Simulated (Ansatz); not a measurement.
Input:

PbF₂:
```
CELL_PARAMETERS angstrom
      0.00000     2.97270     2.97270
      2.97270     0.00000     2.97270
      2.97270     2.97270     0.00000
ATOMIC_POSITIONS crystal
  Pb 0.00000 0.00000 0.00000
  F  0.25000 0.25000 0.25000
  F  0.75000 0.75000 0.75000
```

This is the r²SCAN+D4-relaxed structure.

Problem. All from r²SCAN+D4 (plane waves, PAW; program Ansatz), unless another level is named. Estimate the HSE06 gap on the r²SCAN+D4 cell.

Solution. 5.74 eV.

Problem. And the electron effective mass?

Solution. 0.51, 0.51, 9.2 mₑ (principal values).

Problem. Give the hole effective mass.

Solution. 3.2, 6.1, 6.1 mₑ (principal values).

Problem. Next, the conduction-band minimum?

Solution. at X (3 equivalent valleys).

Space group Fm-3m (fluorite). The cell was relaxed with r²SCAN+D4 under the symmetry of its start; phonons on a q-mesh show no instability. Scalar-relativistic: spin–orbit coupling is off unless named, which matters more the heavier the elements.

Potentials: the later of the program's two PAW sets.
